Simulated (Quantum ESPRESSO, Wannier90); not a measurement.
## Tight-binding from DFT: BaTiO3 (Amm2)

```yaml
crystal:
  lattice:
    - [3.98333, 0.00000, 0.00000]
    - [0.00000, 2.86259, 2.87534]
    - [0.00000, -2.86259, 2.87534]
  atoms:
    - { symbol: Ba, position: [0.00000, 0.00341, 0.00341] }
    - { symbol: Ti, position: [0.50000, 0.51850, 0.51850] }
    - { symbol: O, position: [0.50000, 0.97843, 0.49135] }
    - { symbol: O, position: [0.50000, 0.49135, 0.97843] }
    - { symbol: O, position: [0.00000, 0.48820, 0.48820] }
```

Cell from Materials Project (mp-5777), symmetrised, no further relaxation. COD (Crystallography Open Database) has the formula in 5 space groups, this one among them (matched by group alone). Level: LDA, no spin polarisation, no spin-orbit coupling; pw.x of Quantum ESPRESSO at 68 Ry with PseudoDojo potentials, 8×8×8 k-points, Wannier90. Density: 8×8×8 mesh, cold smearing 0.01 Ry. Spin-orbit coupling is left out although heavy elements are present.

Energies are relative to the valence-band maximum.

**Bands.** A Kohn-Sham gap of 2.13 eV opens above band 20. 6 filled groups are cut off by gaps; the highest, bands 12–20, spans -4.38 to 0.00 eV and is O 2p 82 %, Ti 3d 11 %.

**Valence functions.** The best of several starts gives 12 functions with Ω_total = 14.60 Å², 91 % of it gauge-invariant: 2 of 0.87 Å² at 0.38 Å from O; 2 of 1.42 Å² at 0.22 Å from O; 2 of 1.10 Å² at 0.42 Å from O; 2 of 1.01 Å² at 0.41 Å from O; and further kinds.

**Model.** 14 functions (Ti d, O p) from bands 12-38, frozen to 3.63 eV, reach Ω_I = 14.47 Å² and follow pw.x to 0.2 meV rms (states up to 3.1 eV relative to the valence-band maximum).

**Frozen window.** Edge, Ω_I and misfit go 1.6 eV, 13.78 Å², 59 meV; 2.6 eV, 14.01 Å², 8.4 meV; 3.6 eV, 14.47 Å², 0.2 meV; 4.6 eV, 14.62 Å², 0.2 meV. Ω_I never falls as the edge rises, since each frozen state takes freedom from the choice of the smoothest subspace. The edges under the compared range leave its upper states unfrozen, and their misfit is the largest.

**No window.** Without a frozen window Ω_I drops to 10.78 Å² while the misfit grows to 466 meV: a small spread is no proof of good bands.

**Outer window.** The setting "only the lowest 16 of the kept bands" raises Ω_I to 16.48 Å², as fewer states are left to mix in, and the misfit goes to 0.6 meV.

**Stops.** With the outer window to 6.67 eV the program stops (Energy window contains fewer states than number of target WFs).
